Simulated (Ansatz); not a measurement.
## NiGe at a changed volume: Quadrupolar parameters

The cell is a structure deposited in the COD, relaxed with PBE at fixed cell and then changed (volume scaled by 0.98, ions relaxed).

```cif
data_NiGe
_symmetry_space_group_name_H-M 'Pnma'
_symmetry_Int_Tables_number 62
_cell_length_a 5.3449
_cell_length_b 3.4050
_cell_length_c 5.7720
_cell_angle_alpha 90.000
_cell_angle_beta 90.000
_cell_angle_gamma 90.000
loop_
_atom_site_label
_atom_site_type_symbol
_atom_site_symmetry_multiplicity
_atom_site_Wyckoff_symbol
_atom_site_fract_x
_atom_site_fract_y
_atom_site_fract_z
Ni Ni 4 c 0.9932 0.7500 0.1885
Ge Ge 4 c 0.8121 0.7500 0.5861
```

One atom of each set is listed.

All values are calculated (Ansatz; DFT, PBE, plane waves and PAW, scalar-relativistic, collinear spin, 420 eV cutoff, Γ-centred 9×14×8 k-points, Fermi–Dirac smearing 0.05 eV), not measured. Start moments as typed (μB): 1.5 on each Ni, none on the rest.

V_zz is the principal component of the electric field gradient with the largest magnitude, η = (V_xx − V_yy)/V_zz and C_Q = eQV_zz/h.

Ni-61: I = 3/2, Q = 162.0 mb; ⁷³Ge: I = 9/2, Q = -196.0 mb. Q values from Pyykkö, Mol. Phys. 116, 1328 (2018).

(1) Which values are expected at the nuclei?

Results:

(1) 

```csv
site,atoms,first shell,"V_xx, V_yy, V_zz (10²¹ V/m²)",η,C_Q (MHz)
Ni,4,"6 Ge at 2.33–2.49 Å, 4 Ni at 2.76–2.77 Å","-0.11, -0.66, 0.76",0.72,3.00
Ge,4,"6 Ni at 2.33–2.49 Å, 2 Ge at 2.81 Å","0.14, 5.68, -5.81",0.95,27.5
```

The run finds no gap above 0.1 eV (a metal, or nearly one), so the gradients can move by 10 % or more with the k-mesh. With these PAW files V_zz is typically within 2 to 3 % of all-electron values, but misses above 10 % occur on Ni. At this changed cell the PBE pressure is 7 GPa. The start moments die out, and the run ends without spin. Where η is near 1 the sign of V_zz means little.

The relaxation (2 steps) took 6.4 min of wall time (6.3 min of CPU time) and 2.7 GiB at its peak, on 1 thread of Intel Xeon Platinum 8488C (Sapphire Rapids) (x86_64; 16 cores open to the job, memory cap 3.0 GiB, no GPU), a shared host with a load of 0.3 a core.
